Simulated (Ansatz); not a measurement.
TlSbTe2 in space group R-3m (No. 166; Te on 6c, Sb on 3b, Tl on 3a), the program Ansatz at the PBE level (PAW). The conduction-band minimum lies at Γ, with 1 equivalent valley. Second derivatives d²E/dk² of the lowest band at one valley (eV·Å²), along Cartesian directions:

| direction | d²E/dk² |
|---|---|
| [100] | 82.60 |
| [010] | 82.60 |
| [001] | 104.8 |
| [110] | 82.60 |
| [101] | 93.66 |
| [011] | 93.68 |

**Question.** Find the principal effective masses, the density-of-states mass and the conductivity mass.

**Answer.** Off-diagonal terms follow from H_xy = H[110] − (H_xx + H_yy)/2, and m*/mₑ = 7.620 eV·Å² over each eigenvalue: 0.073, 0.092, 0.092. One valley's DOS mass (m₁m₂m₃)^(1/3) = 0.085, conductivity mass 3/(Σ 1/mᵢ) = 0.085 mₑ.

**Question.** What effective density of states Nc follows at 300 K for parabolic valleys?

**Answer.** Nc = 2.509e19 × 1 × (0.085)^(3/2) ≈ 6.2e17 cm⁻³.

The workflow started from an entry of the Crystallography Open Database (COD). Whether it is the stable phase at ambient conditions was not checked. The PBE relaxation kept the symmetry of its start; whether a distortion lowers the energy is not shown. Scalar-relativistic: spin–orbit coupling is off unless named, which matters more the heavier the elements.

Potentials: the later of the program's two PAW sets.

Edges and masses are those of Kohn–Sham bands, whose gap is no quasiparticle gap.
